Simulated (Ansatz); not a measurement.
# Relaxing a structure of Hf

The start is a generated cell, Hf built in the beta-W structure type. The structure is fully relaxed (lattice and positions, P = 0) with r2SCAN (plane waves to 500 eV, PAW, scalar-relativistic; Ansatz, a first-principles code). First-step values are on the input's coarse k-mesh.

Ansatz input (later rounds restart from its end on a renewed k-mesh):
Ansatz 0.2 input:
```yaml
crystal:
  lattice:
    - [5.679138, 0, 0]
    - [0, 5.679138, 0]
    - [0, 0, 5.679138]
  atoms:
    - { symbol: Hf, position: [0.25, 0, 0.5] }
    - { symbol: Hf, position: [0.75, 0, 0.5] }
    - { symbol: Hf, position: [0, 0.5, 0.25] }
    - { symbol: Hf, position: [0, 0.5, 0.75] }
    - { symbol: Hf, position: [0.5, 0.25, 0] }
    - { symbol: Hf, position: [0.5, 0.75, 0] }
    - { symbol: Hf, position: [0, 0, 0] }
    - { symbol: Hf, position: [0.5, 0.5, 0.5] }
basis: { ecutwfc: 500, ecutrho_ratio: 4, xc_grid: 4, fft_grid_basis: typed }
kpoints: { mp_grid: { grid: [6, 6, 6] } }
hamiltonian:
  xc: r2scan
  dispersion: none
  pseudopotentials: { kind: paw }
scf: { occupations: { method: fermi_dirac, width: 0.05 } }
relax: { f_tol: 0.01, max_steps: 100, cell: { stress_tol: 0.02 } }
output: { forces: true, stress: true }
```

- Energy released: under 0.01 eV/atom
- Optimiser moves: 5

Final structure:

```cif
data_Hf8
_chemical_formula_sum 'Hf8'
_space_group_name_H-M_alt 'Pm-3n'
_space_group_IT_number 223
_space_group_name_Hall '-P 4n 2 3'
_cell_length_a 5.63772
_cell_length_b 5.63772
_cell_length_c 5.63772
_cell_angle_alpha 90.000
_cell_angle_beta 90.000
_cell_angle_gamma 90.000
loop_
_atom_site_label
_atom_site_type_symbol
_atom_site_symmetry_multiplicity
_atom_site_Wyckoff_symbol
_atom_site_fract_x
_atom_site_fract_y
_atom_site_fract_z
_atom_site_occupancy
Hf1 Hf 6 c 0.00000 0.50000 0.25000 1
Hf2 Hf 2 a 0.00000 0.00000 0.00000 1
```

Final values are on a 8×8×8 k-mesh of the relaxed cell. No spin polarisation in the result.

The run could not lose the symmetry of its start, so the end can be a saddle point.

All atoms sit on sites fixed by symmetry, so only the cell could relax.

The relaxed structure here is a generated cell of Hf: the first start was made by placing the elements on the sites of a structure type, and the end was not matched to a known phase here, so it may be hypothetical. Known forms of Hf include space group No. 194.
